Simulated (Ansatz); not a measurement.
SiO$_{2}$:
```xyz
9
Lattice="4.9483 0.0000 0.0000 -2.4741 4.2853 0.0000 0.0000 0.0000 5.4413" Properties=species:S:1:pos:R:3 pbc="T T T"
Si    -1.1635     2.0153     1.8138
Si     1.3106     2.2701     0.0000
Si     2.3270     0.0000     3.6275
O     -1.0939     3.1406     2.9817
O      0.3012     1.7677     1.1679
O      0.7927     3.6624     4.7954
O      3.2668     0.6230     2.4596
O      1.3802     1.1447     4.2734
O      2.7754     2.5177     0.6459
```

Cartesian axes are those of the cell as given.

Give the proper piezoelectric stress tensor with relaxed ions from the program Ansatz at the PBEsol level (PAW).

In C/m², rows x, y, z, Voigt columns; mesh uncertainty up to 0.00.
```
 0.17  -0.17   0.00   0.04   0.00   0.00
 0.00   0.00   0.00   0.00  -0.04  -0.17
 0.00   0.00   0.00   0.00   0.00   0.00
```

The elastic tensor of the same run (GPa):

|  | 1 | 2 | 3 | 4 | 5 | 6 |
|---|---|---|---|---|---|---|
| 1 | 75.7 | 4.8 | 8.4 | 17.6 | 0.0 | 0.0 |
| 2 | 4.8 | 75.7 | 8.4 | -17.6 | 0.0 | 0.0 |
| 3 | 8.4 | 8.4 | 93.2 | 0.0 | 0.0 | 0.0 |
| 4 | 17.6 | -17.6 | 0.0 | 53.3 | 0.0 | 0.0 |
| 5 | 0.0 | 0.0 | 0.0 | 0.0 | 53.3 | 17.6 |
| 6 | 0.0 | 0.0 | 0.0 | 0.0 | 17.6 | 35.5 |

Convert to strain constants d = e·S.

In pC/N:
```
 2.6  -2.6   0.0  -0.9   0.0   0.0
 0.0   0.0   0.0   0.0   0.9  -5.2
 0.0   0.0   0.0   0.0   0.0   0.0
```

Space group P3_221. The PBEsol relaxation kept the symmetry of its start. Signs of piezoelectric constants follow the polarity of the cell as given.

Potentials: the earlier of the program's two PAW sets. The files were generated under PBE; for other functionals the program regenerates the frozen cores, and for LDA and PBEsol the local potential too.
